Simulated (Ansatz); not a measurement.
NaH:
```
CELL_PARAMETERS angstrom
      0.00000     2.40192     2.40192
      2.40192     0.00000     2.40192
      2.40192     2.40192     0.00000
ATOMIC_POSITIONS crystal
  Na 0.00000 0.00000 0.00000
  H  0.50000 0.50000 0.50000
```

Relaxed with HSE06.

Problem. Give the Bader charges and basin volumes of the independent atoms, DFT-HSE06 in the program Ansatz with PAW potentials.

Solution. 

| atom | Bader charge (e) | Bader volume (Å³) |
|---|---|---|
| Na1 | +0.82 | 9.8 |
| H2 | -0.82 | 17.9 |

Space group Fm-3m (rock salt). Symmetry was held in the HSE06 relaxation.

Potentials: the later of the program's two PAW sets.
